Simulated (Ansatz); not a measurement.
Ge₂Sb₂TeSe₄:
```
Ge2Sb2TeSe4
1.0
    3.99637     0.00000     0.00000
   -1.99818     3.46096     0.00000
    0.00000     0.00000    17.15886
Ge Sb Te Se
2 2 1 4
Direct
  0.00000   0.00000   0.34230
  0.00000   0.00000   0.65770
  0.33333   0.66667   0.12312
  0.66667   0.33333   0.87688
  0.00000   0.00000   0.00000
  0.33333   0.66667   0.78510
  0.66667   0.33333   0.21490
  0.33333   0.66667   0.41488
  0.66667   0.33333   0.58512
```

Relaxed with r²SCAN+D4. Special points in fractions of this cell's reciprocal vectors: Γ (0.000, 0.000, 0.000); M (0.500, 0.000, 0.000); K (0.333, 0.333, 0.000); A (0.000, 0.000, 0.500); L (0.500, 0.000, 0.500); H (0.333, 0.333, 0.500).

Question: List the band energies nearest the Fermi level at these points for the program Ansatz at the r²SCAN+D4 level (PAW).

Answer: In eV from the Fermi level; about four levels below and three above (degenerate sets whole), none deeper than 8.9 eV; points with the same levels are listed once.

```csv
k,below,above
Γ,-1.54 -1.54 -1.37 -1.32,0.06 0.09 0.41 0.41
M,-2.70 -2.27 -1.42 -1.21,0.14 0.79 0.82
K,-2.34 -1.87 -1.87 -1.24,0.84 0.84 0.90
A,-1.91 -1.55 -1.55 -1.08,0.01 0.13 0.41 0.41
L,-2.24 -2.16 -0.71 -0.02,0.75 0.93 1.67
H,-2.06 -2.06 -1.90 -1.69,1.03 1.03 1.11
```

Space group P-3m1. The start of the workflow was typed in or built on a structure type; neither database checked (COD, Materials Project) lists it. Its standing as an ambient phase is unchecked. Symmetry was held in the r²SCAN+D4 relaxation; whether a distortion lowers the energy is not shown. A small band overlap can be real or an error of a semilocal functional. Scalar-relativistic: spin–orbit coupling is off unless named, which matters more the heavier the elements.

Potentials: the later of the program's two PAW sets.
